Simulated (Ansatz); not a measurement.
A distorted cell of Fe (bcc, W type):

```xyz
1
Lattice="-1.3747 1.3747 1.3747 1.3747 -1.3747 1.3747 1.3747 1.3747 -1.3747" Properties=species:S:1:pos:R:3 pbc="T T T"
Fe     0.0000     0.0000     0.0000
```

The numbers are results of PBEsol (plane waves to 420 eV, PAW, scalar-relativistic; Ansatz, a program for electronic structure), not measurements. k mesh 23×23×23 (Γ-centred), Fermi-Dirac smearing 0.05 eV. The energy includes the smearing's −TS. Stress and pressure are positive under compression. With partly filled bands, the response to shear is sensitive to the k mesh, so small differences along c/a are uncertain. Fe was relaxed with its symmetry unable to fall. Relaxed Fe ends ferromagnetic. Other magnetic orders were not checked, so this need not be the ground state.

### Question
Give the stress tensor in GPa and the pressure.

### Answer
```
    9.9      0.0      0.0
    0.0      9.9      0.0
    0.0      0.0      9.9
```
The pressure, a third of the trace, is 9.9 GPa.

### Question
It is the relaxed cell deformed to V/V₀ = 0.960, (c/a)/(c/a)₀ = 1.000, c along z, fractional positions held. What is its energy relative to the relaxed cell?

### Answer
13 meV/atom.

(Under strain, the slope of the energy per volume gives the stress and its curvature an elastic modulus.)
